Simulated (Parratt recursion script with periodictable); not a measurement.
**What roughness does to the fringe maxima of Mo on Si**

| layer, from the top | thickness (Å) | density (g/cm³) | rms roughness of its top face (Å) | ρ (10⁻⁶ Å⁻²) | ρ″ (10⁻⁶ Å⁻²) |
|---|---|---|---|---|---|
| Mo | 200 | 8.522 | varied | 3.592 | 3.689 × 10⁻⁴ |
| Si (substrate) | – | 2.313 | 2.7 | 2.059 | 2.358 × 10⁻⁵ |

ρ and ρ″ are the real and imaginary parts of the scattering length density. Vacuum lies above.

Densities are inputs, not measurements. They were set from computed cells of the Materials Project: Mo from entry mp-129 (Im-3m, 10.026 g/cm³, taken at 85 %); Si from entry mp-149 (Fd-3m, 2.313 g/cm³). A layer's crystal structure does not enter its constants, only its composition and density.

Model: specular neutron reflectivity, Parratt recursion, Névot-Croce roughness, natural isotopes, no magnetic scattering. Program: Parratt recursion script with periodictable 1.7.1.

Neutron wavelength 4.1 Å. Q is scanned from 0.004 to 0.3 Å⁻¹ in 600 evenly spaced points, and the curve is smoothed with a Gaussian of 0.001 Å⁻¹ full width. A maximum is a scan point above both neighbours; its place and height come from a parabola through R at the three points.

The table follows two fringe maxima, those next to orders 3.5 and 7.5 of m = (d/2π)(Q² − 16πρ)^½, through runs that differ in the roughness σ₁ of the film surface alone.

```
σ₁ (Å)  Q of the first (Å⁻¹)      R there  Q of the second (Å⁻¹)      R there
------  --------------------  -----------  ---------------------  -----------
0                     0.1086  2.84 × 10⁻⁵                 0.2348  1.21 × 10⁻⁶
2.2                   0.1085  2.73 × 10⁻⁵                 0.2348  9.96 × 10⁻⁷
4                     0.1085  2.49 × 10⁻⁵                 0.2347  6.54 × 10⁻⁷
10                    0.1083            ?                 0.2335            ?
```

Q: Estimate the two heights for σ₁ = 10 Å.

A: At a maximum the amplitudes from the film's two faces add: R ≈ (|r₁|g₁ + |r₂|g₂A)². Here q₀ = Q, qⱼ = (Q² − 16πρⱼ)^½ (1 film, 2 substrate), |r₁| = |q₀² − q₁²|/(q₀ + q₁)², |r₂| = |q₁² − q₂²|/(q₁ + q₂)² with the numerators taken from the constants, g₁ = exp(−q₀q₁σ₁²/2), g₂ = exp(−q₁q₂σ₂²/2), and A = exp(−8πρ″₁d/q₁) for absorption in the film.

Check on a shown row, σ₁ = 2.2 Å, second maximum: q₀ = 0.2348, q₁ = 0.2344, q₂ = 0.2346 Å⁻¹; |r₁| = 8.20 × 10⁻⁴, |r₂| = 3.50 × 10⁻⁴; g₁ = 0.875, g₂ = 0.818, A = 1.000; R ≈ 1.01 × 10⁻⁶ against 9.96 × 10⁻⁷ in the table.

- σ₁ = 10 Å, first maximum: q₀ = 0.1083, q₁ = 0.1075, q₂ = 0.1078 Å⁻¹; |r₁| = 0.00388, |r₂| = 0.00166; g₁ = 0.559, g₂ = 0.959, A = 1.000; R ≈ 1.41 × 10⁻⁵.
- σ₁ = 10 Å, second maximum: q₀ = 0.2335, q₁ = 0.2331, q₂ = 0.2333 Å⁻¹; |r₁| = 8.29 × 10⁻⁴, |r₂| = 3.54 × 10⁻⁴; g₁ = 0.0658, g₂ = 0.820, A = 1.000; R ≈ 1.19 × 10⁻⁷.

The run gave 1.33 × 10⁻⁵ and 1.15 × 10⁻⁷; the estimates are 1.06 and 1.03 times these.
